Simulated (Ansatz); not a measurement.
# Ge (Fd-3m): elasticity against pressure

```
Ge
1.0
     0.00000    2.81134    2.81134
     2.81134    0.00000    2.81134
     2.81134    2.81134    0.00000
Ge
2
Direct
  0.50000 0.50000 0.50000
  0.75000 0.75000 0.75000
```

This is the zero-pressure cell. At each pressure cell and atoms are relaxed in this structure, and the constants are slopes of the stress at strains of ±0.005 with relaxed ions (the coefficients that govern stability under load). Level: LDA, PAW on Ansatz 0.2.0's default frozen-core files (fitted under PBE), scalar-relativistic; k mesh 14×14×14, strains of ±0.005, Fermi-Dirac smearing of 0.100 eV, cutoff 420 eV. P is the pressure of the relaxed cell, less that of this one.

| P (GPa) | V/V₀ | C11 (GPa) | C12 (GPa) | C44 (GPa) |
| --- | --- | --- | --- | --- |
| 0.00 | 1.0000 | 120.2 | 46.8 | 60.2 |
| 1.00 | ? | ? | ? | ? |
| 2.01 | 0.9739 | 130.8 | 55.9 | 63.4 |
| 4.04 | 0.9511 | 140.9 | 65.1 | 66.0 |
| 7.03 | 0.9222 | 154.5 | 78.4 | 68.9 |
| 10.00 | 0.8976 | 167.1 | 91.2 | 70.7 |
| 15.00 | 0.8628 | 186.6 | 112.2 | 71.6 |

Q: Does the bulk modulus from the constants agree with the pressure-volume curve?

A: A third-order Birch-Murnaghan fit to the volumes shown (F against f, f = [(V₀/V)^(2/3) − 1]/2) gives B₀ = 71.3 GPa and B′ = 4.8. Its −V dP/dV stands beside (C11 + 2C12)/3:

```
P (GPa)  from P(V)  from the constants
   0.00       71.3                71.3
   2.01       80.9                80.9
   4.04       90.2                90.4
   7.03      103.6               103.7
  10.00      116.6               116.5
  15.00      138.1               137.0
```

Q: What are the pressure derivatives at zero pressure?

A: Slopes at V₀ of quadratic fits in −ln(V/V₀) through the first four rows shown, divided by B₀: dC11/dP = 5.5, dC12/dP = 4.6, dC44/dP = 1.8. The mean slopes up to 4.0 GPa are 5.1, 4.5, 1.4; curvature and scatter of the constants part the two. The combination (dC11/dP + 2 dC12/dP)/3 = 4.9 stands against B′.

Q: Fill the row at 1.00 GPa.

A: Cubic fits in −ln(V/V₀) through all rows shown give C11 = 125.6, C12 = 51.4, C44 = 61.8 GPa. Computed: V/V₀ = 0.9866, C11 (GPa) = 125.4, C12 (GPa) = 51.3, C44 (GPa) = 61.8.

Q: Does a shear stiffness soften?

A: C44 goes from 60.2 to 71.6 GPa; (C11 − C12)/2 goes from 36.7 to 37.2 GPa, through a maximum of 38.1 near 7 GPa. Neither ends more than 3 % under its start, and the lattice stays mechanically stable over this range.

Known limits: no other phase was computed; many crystals of this kind change structure within this range, and rows or crossings beyond such a change describe a metastable lattice; frozen-core PAW files fitted under PBE, their cores solved anew for the functional of the run; the gap is closed or tiny at this level, so small that the run used smearing; responses move with mesh and smearing; phonons weren't checked at these pressures.
